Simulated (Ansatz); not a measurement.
## How much do the gradients of C depend on the method?

Cell: a Materials Project structure (computed, not necessarily an observed phase), atoms as given; its layers are parted by 8 Å of empty space, so it stands for a thin sheet, not for a bulk crystal.

```
C
1.0
     2.45625    0.00000    0.00000
    -1.22812    2.12717    0.00000
     0.00000    0.00000   29.49188
C
12
Direct
  0.66667 0.33333 0.99837
  0.66667 0.33333 0.49837
  0.66667 0.33333 0.73279
  0.66667 0.33333 0.23279
  0.00000 0.00000 0.61584
  0.33333 0.66667 0.23279
  0.00000 0.00000 0.11584
  0.66667 0.33333 0.61584
  0.33333 0.66667 0.73279
  0.33333 0.66667 0.11584
  0.33333 0.66667 0.49837
  0.33333 0.66667 0.99837
```

Sites (sets of like atoms) are named by element and the number of their first atom in this list.

First run. Computed with Ansatz: DFT, PBE, plane waves and PAW, scalar-relativistic, 420 eV cutoff, Γ-centred 14×14×1 k-points, Fermi–Dirac smearing 0.05 eV.

```
site  atom  V_zz (10²¹ V/m²)     η
  C1     1              2.34  0.00
  C2     2              2.40  0.00
  C5     5              2.30  0.00
  C8     8              2.43  0.00
```

Second run. The same atoms and settings, except that the functional is r2SCAN and the cutoff is 500 eV.

Task: What does the second run give?

Result: 

```
site  atom  V_zz     η  change of V_zz
  C1     1  2.44  0.00           +0.10
  C2     2  2.52  0.00           +0.12
  C5     5  2.40  0.00           +0.10
  C8     8  2.56  0.00           +0.13
```

The largest change of V_zz is on C8, from 2.43 to 2.56. In per cent, |V_zz| changes by +4 to +5 on C (all sites that start above 0.5).
